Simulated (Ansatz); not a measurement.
LiH (rock salt, Fm-3m), a = b = c = 3.910 Å, α = β = γ = 90.00°; the cell used has 2 atoms.

Relaxed with LDA.

Give the optical modes at the zone centre with their infrared and Raman activity from DFPT, LDA (plane waves, PAW; program Ansatz).

Transverse frequencies, without the LO–TO term; a row sums one degenerate level.

```csv
ω (cm⁻¹),degeneracy,IR ((D/Å)²/amu),Raman (Å⁴/amu),activity,symmetry
648,3,82.64,0,IR,T1u
```

How high does the top mode go among those that the LO–TO term moves?

1099 cm⁻¹ for q along x.

The LDA relaxation kept the symmetry of its start; phonons on a q-mesh show no instability.

Potentials: the later of the program's two PAW sets.
